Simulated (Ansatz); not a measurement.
SrO (rock salt), relaxed with HSE06 (Ansatz, a quantum-chemistry and plane-wave program, plane waves, PAW): a = 5.1535 Å, b = 5.1535 Å, c = 5.1535 Å, α = 90.00°, β = 90.00°, γ = 90.00°.

- gap (eV): 4.79
- B₀ by P(V) fit (GPa): 92.5

Problem. The same phase is relaxed and computed with LDA in the same code. What are the cell and these values now?

Solution. a = 5.0645 Å, b = 5.0645 Å, c = 5.0645 Å, α = 90.00°, β = 90.00°, γ = 90.00°.

- gap (eV): 3.12
- B₀ by P(V) fit (GPa): 104

All cells were relaxed under the symmetry of their starts (and spin orders); stability against distortions was not tested throughout. Spin–orbit coupling is left out wherever it is not named.

Potentials: the later of the program's two PAW sets.

Ansatz is a plane-wave DFT program.
